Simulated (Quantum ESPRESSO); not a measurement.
# Kohn-Sham bands of Cu (I4/mmm, model phase)

```
CELL_PARAMETERS angstrom
     -1.45073     1.45073     1.36224
      1.45073    -1.45073     1.36224
      1.45073     1.45073    -1.36224
ATOMIC_POSITIONS crystal
  Cu 0.00000 0.00000 0.00000
```

Materials Project entry mp-1010136; symmetrised, unrelaxed at this level. This isn't the element's usual structure (fcc); take it as a model of another phase. Method: PBEsol plane waves in Quantum ESPRESSO 7.5 (PseudoDojo norm-conserving files, 74 Ry, no spin polarisation, no spin-orbit coupling), Bloch states on a 12×12×12 mesh through Γ, Wannier90 4.0.1. Density: 20×20×20 mesh, cold smearing 0.01 Ry.

Q: List the Kohn-Sham levels between −8 and 3.0 eV relative to the Fermi level at the high-symmetry points, as a band run of pw.x on that density gives them (levels within 2 meV counted together).

A: 
| point | k (reciprocal lattice) | levels (eV) |
|---|---|---|
| Γ | 0.000 0.000 0.000 | -3.34, -3.07 (×2), -2.23, -1.95 |
| X | 0.000 0.000 0.500 | -5.29, -3.71, -2.32, -2.02, -1.34, -1.12 |
| M | -0.500 0.500 0.500 | -4.83, -4.77, -1.51 (×2), -1.44 |
| Z | 0.470 0.470 -0.470 | -4.81, -4.75, -1.56 (×2), -1.46 |
| Z_0 | -0.470 0.530 0.470 | -4.81, -4.75, -1.56 (×2), -1.46 |
| P | 0.250 0.250 0.250 | -3.94 (×2), -3.82, -1.98, -1.87 |
| N | 0.000 0.500 0.000 | -5.23, -4.04, -2.11, -1.83, -1.30, -0.63 |
